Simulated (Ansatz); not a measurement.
The relaxation started from an entry of Materials Project.

A relaxed structure of La(Mo$_{3}$Se$_{4}$)$_{2}$. Space group R-3 (No. 148). All values below come from r2SCAN (plane waves to 500 eV, PAW, scalar-relativistic; Ansatz, a quantum-chemistry and plane-wave program).

```cif
data_La3Mo18Se24
_chemical_formula_sum 'La3 Mo18 Se24'
_space_group_name_H-M_alt 'R-3 :H'
_space_group_IT_number 148
_space_group_name_Hall '-R 3'
_cell_length_a 9.57705
_cell_length_b 9.57705
_cell_length_c 12.06757
_cell_angle_alpha 90.000
_cell_angle_beta 90.000
_cell_angle_gamma 120.000
loop_
_atom_site_label
_atom_site_type_symbol
_atom_site_symmetry_multiplicity
_atom_site_Wyckoff_symbol
_atom_site_fract_x
_atom_site_fract_y
_atom_site_fract_z
_atom_site_occupancy
La1 La 3 a 0.00000 0.00000 0.00000 1
Mo1 Mo 18 f 0.15226 0.16714 0.40857 1
Se1 Se 18 f 0.37159 0.37161 0.25104 1
Se2 Se 6 c 0.00000 0.00000 0.24303 1
```
(The calculation used a cell of 15 atoms; values per cell refer to that cell.)

- Volume per atom = 21.30 Å³
- Band gap = zero (metallic)
- Shortest distances = Mo–Se 2.52 Å; Mo–Mo 2.66 Å; La–Se 2.93 Å; Se–Se 3.56 Å
- k-mesh = 6×6×6

Band energies at high-symmetry points (eV from the Fermi level; labels of this space group; no spin-orbit coupling), from −5 eV up to 2.8 eV:

```tsv
point	energies
Γ	-4.71 -4.66 -4.50 -4.42 -4.42 -4.40 -4.40 -3.74 -3.61 -3.61 -3.06 -3.06 -2.92 -2.36 -2.30 -2.30 -2.12 -1.90 -1.90 -1.77 -1.77 -1.35 -1.05 -1.04 -1.04 -0.80 -0.55 -0.55 -0.28 -0.28 1.74 1.74 1.75 1.75 1.84 1.86 1.90 2.00 2.00 2.02 2.27 2.27 2.30 2.30 2.53 2.73
T	-4.90 -4.90 -4.71 -4.47 -4.47 -4.21 -3.89 -3.80 -3.80 -3.41 -3.24 -3.24 -3.12 -3.12 -2.90 -2.90 -2.67 -2.14 -2.14 -1.96 -1.84 -1.84 -1.35 -1.24 -1.17 -0.94 -0.94 -0.77 -0.77 -0.03 -0.03 1.13 1.13 1.68 1.89 1.89 1.93 1.96 1.98 1.98 1.99 1.99 2.09 2.20 2.20 2.41 2.56 2.67
H2	-4.89 -4.89 -4.72 -4.47 -4.47 -4.20 -3.93 -3.80 -3.76 -3.41 -3.25 -3.25 -3.12 -3.11 -2.90 -2.89 -2.66 -2.14 -2.13 -1.96 -1.84 -1.84 -1.35 -1.24 -1.17 -0.94 -0.93 -0.77 -0.77 -0.03 -0.03 1.13 1.13 1.68 1.89 1.89 1.93 1.95 1.97 1.98 2.00 2.00 2.10 2.21 2.21 2.41 2.56 2.67
H0	-4.89 -4.89 -4.72 -4.47 -4.47 -4.20 -3.93 -3.80 -3.76 -3.41 -3.25 -3.25 -3.12 -3.11 -2.90 -2.89 -2.66 -2.14 -2.13 -1.96 -1.84 -1.84 -1.35 -1.24 -1.17 -0.94 -0.93 -0.77 -0.77 -0.03 -0.03 1.13 1.13 1.68 1.89 1.89 1.93 1.95 1.97 1.98 2.00 2.00 2.10 2.21 2.21 2.41 2.56 2.67
L	-4.69 -4.57 -4.49 -4.23 -4.16 -3.99 -3.54 -3.48 -3.42 -3.34 -2.99 -2.87 -2.65 -2.52 -2.22 -2.09 -1.94 -1.85 -1.80 -1.57 -1.57 -1.20 -1.20 -0.96 -0.83 -0.79 -0.51 -0.51 0.07 1.50 1.69 1.69 1.82 1.87 1.90 1.91 1.94 1.97 2.00 2.03 2.14 2.25 2.33 2.36 2.63 2.67
S0	-4.99 -4.92 -4.72 -4.49 -4.45 -4.30 -4.27 -3.98 -3.73 -3.55 -3.24 -3.11 -3.04 -2.91 -2.69 -2.57 -2.55 -2.13 -2.05 -1.83 -1.81 -1.53 -1.44 -1.41 -1.29 -0.87 -0.86 -0.83 -0.69 -0.39 -0.06 1.44 1.54 1.60 1.77 1.81 1.85 1.91 1.96 2.05 2.09 2.23 2.26 2.33 2.43 2.44 2.60 2.72 2.79
S2	-4.99 -4.92 -4.72 -4.49 -4.45 -4.30 -4.27 -3.98 -3.73 -3.55 -3.24 -3.11 -3.04 -2.91 -2.69 -2.57 -2.55 -2.13 -2.05 -1.83 -1.81 -1.53 -1.44 -1.41 -1.29 -0.87 -0.86 -0.83 -0.69 -0.39 -0.06 1.44 1.54 1.60 1.77 1.81 1.85 1.91 1.96 2.05 2.09 2.23 2.26 2.33 2.43 2.44 2.60 2.72 2.79
F	-4.99 -4.92 -4.72 -4.48 -4.45 -4.29 -4.28 -3.98 -3.73 -3.55 -3.24 -3.11 -3.04 -2.91 -2.69 -2.57 -2.55 -2.13 -2.05 -1.83 -1.81 -1.53 -1.44 -1.41 -1.29 -0.87 -0.86 -0.83 -0.69 -0.39 -0.06 1.44 1.54 1.60 1.77 1.81 1.85 1.91 1.96 2.05 2.09 2.23 2.26 2.33 2.43 2.44 2.60 2.72 2.79
```

No spin polarisation in the result.

The run could not lose the symmetry of its start.
